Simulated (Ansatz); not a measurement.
Li:
```yaml
crystal:
  lattice:
    - [3.09278, 0.00000, 0.00000]
    - [-1.54639, 2.67843, 0.00000]
    - [0.00000, 0.00000, 5.06482]
  atoms:
    - { symbol: Li, position: [0.33333, 0.66667, 0.25000] }
    - { symbol: Li, position: [0.66667, 0.33333, 0.75000] }
```

Relaxed with r²SCAN. Special points in fractions of this cell's reciprocal vectors: Γ (0.000, 0.000, 0.000); M (0.500, 0.000, 0.000); K (0.333, 0.333, 0.000); A (0.000, 0.000, 0.500); L (0.500, 0.000, 0.500); H (0.333, 0.333, 0.500).

Problem. List the band energies nearest the Fermi level at these points for the program Ansatz at the r²SCAN level (PAW).

Solution. In eV from the Fermi level; about four levels below and three above (degenerate sets whole), none deeper than 8.9 eV; … stands for higher levels left out; points with the same levels are listed once.

```
k        below                above
-  -----------  -------------------
Γ   -3.88 0.00     2.97 13.49 13.49
M        -0.07       1.08 5.02 6.12
K            –       1.39 2.37 2.37
A  -2.67 -2.67          8.41 8.41 …
L            –  0.76 0.76 3.63 3.63
H            –  2.34 2.34 2.93 2.93
```

Space group P6_3/mmc (hcp (Mg type)). A made-up cell: these elements were put on the sites of a structure type; the Crystallography Open Database files this formula in space group No. 194, but the cells were not matched. It is not the phase usual at ambient conditions (space group No. 229). The cell was relaxed with r²SCAN under the symmetry of its start; of distortions, only those at the zone centre were tested.

Potentials: the later of the program's two PAW sets.
